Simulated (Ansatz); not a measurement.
Te (trigonal-Te type, space group P3_121)

```
Te
1.0
    4.52111     0.00000     0.00000
   -2.26056     3.91540     0.00000
    0.00000     0.00000     5.95492
Te
3
Direct
  0.26812   0.00000   0.33333
  0.00000   0.26812   0.66667
  0.73188   0.73188   0.00000
```

The slice is a (1 -1 0 0) plane (indices of the conventional cell) through the point (0.000, 0.268, 0.667) (fractional), spanned by u = [110] and v = [001] in vectors of this cell: u (4.52 Å) and v (5.95 Å, at 90° to u). It covers one period; positions are fractions (u, v).

These are PBE (plane waves to 420 eV, PAW, scalar-relativistic; Ansatz, an electronic-structure program) values and carry that method's errors. k mesh 9×9×6. Inside the PAW spheres the values are not all-electron values, and peaks at nuclei hang on which shells count as valence. Spin-orbit coupling is left out, though Te is heavy. Te was relaxed with its symmetry unable to fall. The PAW data are Ansatz's earlier set.

Task: Predict the map of the density of the lowest conduction band (whole band as if filled, smooth part) on the slice.

Result: 
```
v \ u   0.00   0.14   0.29   0.43   0.57   0.71   0.86
-----  -----  -----  -----  -----  -----  -----  -----
0.96   0.010  0.020  0.025  0.006  0.006  0.035  0.044
0.86   0.034  0.046  0.019  0.006  0.006  0.014  0.033
0.75   0.012  0.014  0.008  0.007  0.008  0.006  0.006
0.64   0.005  0.005  0.005  0.009  0.011  0.006  0.004
0.54   0.003  0.003  0.006  0.011  0.011  0.008  0.004
0.43   0.004  0.003  0.008  0.015  0.017  0.028  0.014
0.32   0.006  0.006  0.011  0.025  0.033  0.045  0.020
0.21   0.020  0.015  0.012  0.022  0.028  0.016  0.011
0.11   0.021  0.023  0.013  0.010  0.010  0.015  0.046
0.00   0.007  0.013  0.022  0.006  0.006  0.036  0.041
```

Values: density of the lowest conduction band (whole band as if filled, smooth part) in e/Å³.
